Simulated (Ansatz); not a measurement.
The relaxed structure here is a generated cell of VO2: the first start was made by a random draw of sites in a space group, and the end was not matched to a known phase here, so it may be hypothetical. Known forms of VO2 include space group No. 136.

A relaxed structure of VO$_{2}$. Space group P-43m (No. 215). Level of theory: PBEsol (plane waves to 420 eV, PAW, scalar-relativistic; Ansatz, a first-principles code).

```cif
data_O6V3
_chemical_formula_sum 'O6 V3'
_space_group_name_H-M_alt 'P 1'
_space_group_IT_number 1
_cell_length_a 4.56521
_cell_length_b 4.56521
_cell_length_c 4.56521
_cell_angle_alpha 90.000
_cell_angle_beta 90.000
_cell_angle_gamma 90.000
loop_
_space_group_symop_operation_xyz
  'x, y, z'
loop_
_atom_site_label
_atom_site_type_symbol
_atom_site_fract_x
_atom_site_fract_y
_atom_site_fract_z
_atom_site_occupancy
O1 O 0.00000 0.00000 0.00000 1
O2 O 0.26345 0.26345 0.26345 1
O3 O 0.73655 0.73655 0.26345 1
O4 O 0.73655 0.26345 0.73655 1
O5 O 0.26345 0.73655 0.73655 1
O6 O 0.50000 0.50000 0.50000 1
V1 V 0.50000 0.00000 0.00000 1
V2 V 0.00000 0.50000 0.00000 1
V3 V 0.00000 0.00000 0.50000 1
```

Question: Predict the magnetic moment from PBEsol.

Answer: Net 0.79 μB/atom, ferromagnetic.

Spin state reached: ferromagnetic (net 0.79 μB/atom), from parallel starting moments; other spin orders were not run from this start. The d or f electrons are treated with no Hubbard U.

The run could not lose the symmetry of its start: the end is stationary, and may be a saddle point rather than a minimum.
